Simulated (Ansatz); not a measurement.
Co₃W: tetragonal deformation path

Level of theory: Ansatz, DFT r2SCAN, scalar-relativistic, plane waves, PAW. The runs took a 500 eV cutoff, a Γ-centred 14×14×14 mesh and Gaussian smearing (0.15 eV). Spin–orbit coupling is left out, which matters for the heavy elements here. Collinear spins, started from moments -0.5, -0.5, -0.5, 0.2 μB in atom order; the magnetic state may not be the lowest. Energies are free energies at this smearing, counted from the undisturbed cell; pressure is positive in compression.

Reference structure (relaxed at this level; with this scan's settings it stands at 0.1 GPa; it needn't be the usual structure):

```xyz
4
Lattice="3.5647 0.0000 0.0000 0.0000 3.5647 0.0000 0.0000 0.0000 3.5647" Properties=species:S:1:pos:R:3 pbc="T T T"
Co    1.7823    1.7823    0.0000
Co    1.7823    0.0000    1.7823
Co    0.0000    1.7823    1.7823
W     0.0000    0.0000    0.0000
```

At fixed volume and fractional coordinates, lengths along (0.000, 0.000, 1.000) are scaled against those across it; ρ is that ratio over its starting value. The cell is metallic on the mesh throughout.

```tsv
ρ	ΔE (meV/atom)	pressure (GPa)	moment (μB/cell)
0.707	192.9	22.8	-5.04
0.850	121.3	?	?
1.000	0.0	0.1	-1.03
1.414	493.6	31.9	-3.69
```

Q: Give the withheld values.

A: pressure (GPa) at ρ = 0.850: 3.8; moment (μB/cell) at ρ = 0.850: -1.23.

Cost: 4 runs of about 13 core-minutes in all, on Intel Xeon Platinum 8488C (Sapphire Rapids) (shared hosts).